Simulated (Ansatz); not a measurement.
Computed with DFT PBE, scalar-relativistic, plane waves, PAW (Ansatz 0.2.0). Settings: cutoff 420 eV, Γ-centred meshes spaced at most about 0.3 Å⁻¹, and about 0.25 Å⁻¹ or finer for metals (2π included), Gaussian smearing. Collinear spin in cells that started with moments and kept them past the coarse steps, no spin elsewhere.

All energies are static (0 K, no zero-point motion). All come from trial cells, and lower structures may exist.

**Question.** Which of these relaxed structures of ScGa3Te is the lowest in energy?
A.

Space group P6/mmm (No. 191). a = 5.655 Å, b = 5.655 Å, c = 5.498 Å, α = 90.00°, β = 90.00°, γ = 120.00°
```tsv
atom	site	symmetry	x	y	z
Sc	1b	6/mmm	0.0000	0.0000	0.5000
Ga	3g	mmm	0.5000	0.0000	0.5000
Te	1a	6/mmm	0.0000	0.0000	0.0000
```

B.

Space group Pm-3m (No. 221). a = 5.349 Å, b = 5.349 Å, c = 5.349 Å, α = 90.00°, β = 90.00°, γ = 90.00°
```csv
atom,site,symmetry,x,y,z
Sc,1a,m-3m,0.0000,0.0000,0.0000
Ga,3c,4/mm.m,0.5000,0.5000,0.0000
Te,1b,m-3m,0.5000,0.5000,0.5000
```

C.

Space group P-6m2 (No. 187). a = 4.701 Å, b = 4.701 Å, c = 6.360 Å, α = 90.00°, β = 90.00°, γ = 120.00°
```
atom  site  symmetry       x       y       z
  Sc    1b      -6m2  0.0000  0.0000  0.5000
  Ga    2i       3m. 0.6667  0.3333  0.7398
  Ga    1d      -6m2  0.3333  0.6667  0.5000
  Te    1c      -6m2  0.3333  0.6667  0.0000
```

D.

Space group Pm-3m (No. 221). a = 5.341 Å, b = 5.341 Å, c = 5.341 Å, α = 90.00°, β = 90.00°, γ = 90.00°
```json
{"atom": "Sc", "site": "1b", "symmetry": "m-3m", "x": "0.5000", "y": "0.5000", "z": "0.5000"}
{"atom": "Ga", "site": "3c", "symmetry": "4/mm.m", "x": "0.0000", "y": "0.5000", "z": "0.5000"}
{"atom": "Te", "site": "1a", "symmetry": "m-3m", "x": "0.0000", "y": "0.0000", "z": "0.0000"}
```

**Answer.** A. It has space group P6/mmm (No. 191); the next, C, with space group P-6m2 (No. 187), lies 182 meV/atom higher. Largest moments: A no spin, C no spin, D 0.5 μB, B no spin. Counting Ga or Sc atoms around Te (for each partner element, those within 1.25 times its shortest distance or 1.15 times the sum of covalent radii, where it is the nearest in units of that sum or under 1.3; the shortest distance is added where it is long for a bond), the lowest has Te 2 and the next has Te 8 from 3.2 Å.

These runs have no spin–orbit coupling, which can matter for Te. The magnetic state reached may not be the lowest. Cells relaxed within their symmetry can be saddle points. Some structure types and database cells were kept out of the candidates from the start, so a known form may be missing.
